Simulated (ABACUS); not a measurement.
A self-consistent single point of Ag (P6_3/mmc, 4 atoms in the cell; from Materials Project mp-8566, changed as shown) with ABACUS.

Level of theory: LDA (PW92), PseudoDojo 0.4 standard norm-conserving LDA (tails mended) pseudopotentials (plane waves; ABACUS).

The change in words: volume scaled by 0.94. Reference geometry (P6_3/mmc):
```
CELL_PARAMETERS angstrom
      2.91113     0.00000     0.00000
     -1.45556     2.52111     0.00000
      0.00000     0.00000     9.46371
ATOMIC_POSITIONS crystal
  Ag 0.00000 0.00000 0.00000
  Ag 0.00000 0.00000 0.50000
  Ag 0.33333 0.66667 0.25000
  Ag 0.66667 0.33333 0.75000
```

Reference input (self-consistent single point, DFT, LDA (PW92), plane waves, PseudoDojo 0.4 standard norm-conserving LDA (tails mended) pseudopotentials): KPT = Gamma 6 6 2 0 0 0; basis_type = pw; dft_functional = PWLDA; ecutwfc = 86 Ry; smearing_method = gaussian; smearing_sigma = 0.00999582 Ry; potentials = PseudoDojo 0.4 standard norm-conserving LDA (tails mended); symmetry = 1; ks_solver = cg; scf_nmax = 100; scf_thr = 1.0e-09 Ry; mixing_type = broyden. This run's input differs from it in these lines:

```diff
@@ -26,5 +26,5 @@
 LATTICE_VECTORS
-   5.5012384132    0.0000000000    0.0000000000
-  -2.7506192066    4.7642130992    0.0000000000
-   0.0000000000    0.0000000000   17.8838200229
+   5.3889357690    0.0000000000    0.0000000000
+  -2.6944678845    4.6669564545    0.0000000000
+   0.0000000000    0.0000000000   17.5187400534
```

Log, with long lists cut:

```
 SELF-CONSISTENT
 -------------------------------------------
                                 init_chg = atomic

 PW ALGORITHM --------------- ION=   1  ELEC=   1--------------------------------
 Notice: Threshold on eigenvalues was too large.

 Density error is 0.288037038768
                          Error Threshold = 0.000186666105062
 E_KohnSham     -1239.7722952373     -16867.9674377661
 E_Fermi        1.3567580699         18.4596405582

 PW ALGORITHM --------------- ION=   1  ELEC=   2--------------------------------

 Density error is 0.127906406946
                          Error Threshold = 0.000378996103642
   [... lines left out ...]

 Density error is 9.15570318514e-09
                          Error Threshold = 6.48492187911e-12
 E_KohnSham     -1239.8880240285     -16869.5420087481
 E_Fermi        1.3151439092         17.8934508547

 PW ALGORITHM --------------- ION=   1  ELEC=  25--------------------------------

 Density error is 5.13229843258e-10
                          Error Threshold = 6.48492187911e-12
 E_KohnSham     -1239.8880240307     -16869.5420087780
 E_KS(sigma->0) -1239.8873335764     -16869.5326146659
 E_entropy(-TS) -0.0013809085        -0.0187882242
 E_Fermi        1.3151358350         17.8933410001
 charge density convergence is achieved
 final etot is -16869.542009 eV
 EFERMI = 17.893341 eV

 STATE ENERGY(eV) AND OCCUPATIONS    NSPIN == 1
   [... 45 lines left out ...]

 TOTAL-FORCE (eV/Angstrom)
                       Ag1         0.0000000000         0.0000000000         0.0000000000
                       Ag2         0.0000000000         0.0000000000         0.0000000000
                       Ag3         0.0000027722        -0.0000016005         0.0000000000
                       Ag4        -0.0000027722         0.0000016005         0.0000000000

 TOTAL-STRESS (KBAR)
       -10.8292874745        -0.0002061926         0.0000000000
        -0.0002061926       -10.8295200928        -0.0000000000
         0.0000000000         0.0000000000       -36.6258638477
 TOTAL-PRESSURE: -19.428224 KBAR

 --------------------------------------------
 !FINAL_ETOT_IS -16869.5420087779857568 eV
 --------------------------------------------
```

The run converged in 25 iterations. Against the reference run the free energy falls by 35.1 meV/atom and the pressure goes from -8.39 to -1.94 GPa.

The structure comes from a collection of computed structures, made at another level of theory; the collection holds predicted forms beside known ones. No clean gap shows at this smearing width and mesh (spacing up to 0.42 Å⁻¹); the mesh is coarse for partly filled bands, so the values carry mesh errors.

Cost on one core: around 4 core-minutes (rough).

“Tails mended”: in these copies of the files the far tail of each local potential was reset to the Coulomb form.
